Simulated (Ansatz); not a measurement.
TeSe₂ in space group C2 (No. 5; Te on 2b, Se on 4c) under volume change, r²SCAN+D4 (plane waves, PAW; program Ansatz), shape and atoms relaxed at each volume.

| V (Å³/atom) | E − E(relaxed) (meV/atom) | P (GPa) |
|---|---|---|
| 26.813 | (withheld) | (withheld) |
| 27.697 | 5.7 | 1.14 |
| 28.581 | (withheld) | (withheld) |
| 29.465 | 0.0 | 0.00 |
| 30.349 | 1.1 | -0.38 |
| 31.233 | 4.0 | -0.65 |

Problem. Fill in the missing entries.

Solution. 
- 28.581, E − E(relaxed) (meV/atom): 1.3
- 28.581, P (GPa): 0.51
- 26.813, E − E(relaxed) (meV/atom): 14.2
- 26.813, P (GPa): 1.97

Problem. What does a third-order Birch–Murnaghan fit give for V₀, B₀ and B′?

Solution. V₀ = 29.48 Å³/atom, B₀ = 14.3 GPa, B′ = 8.1.

The workflow started from a Materials Project entry (that database holds measured and hypothetical structures alike); the Crystallography Open Database copy checked does not list it. Whether it is the stable phase at ambient conditions was not checked. Symmetry was held in the r²SCAN+D4 relaxation; whether a distortion lowers the energy is not shown. Scalar-relativistic: spin–orbit coupling is off unless named, which matters more the heavier the elements.

Potentials: the later of the program's two PAW sets.
